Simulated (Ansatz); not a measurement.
NaCl (rock salt), relaxed with LDA (Ansatz, a program for electronic structure, plane waves, PAW): a = 5.4642 Å, b = 5.4642 Å, c = 5.4642 Å, α = 90.00°, β = 90.00°, γ = 90.00°.

```
Item                             Value
-------------------------------  -----
gap (eV)                          5.07
ΔH_f (eV/atom)                   -1.83
B₀ by P(V) fit (GPa)              32.0
electron conductivity mass (mₑ)   0.37
```

Q: The same phase is relaxed and computed with r²SCAN in the same code. What are the cell and these values now?

A: a = b = c = 5.6077 Å, α = β = γ = 90.00°.

* **gap (eV)**: 5.97
* **ΔH_f (eV/atom)**: -2.04
* **B₀ by P(V) fit (GPa)**: 27.5
* **electron conductivity mass (mₑ)**: 0.40

All cells were relaxed under the symmetry of their starts (and spin orders); stability against distortions was not tested throughout.

Potentials: the later of the program's two PAW sets.

Ansatz is a plane-wave DFT program.

Formation energies count from the lowest solids of the elements computed at the same level, not from gases.
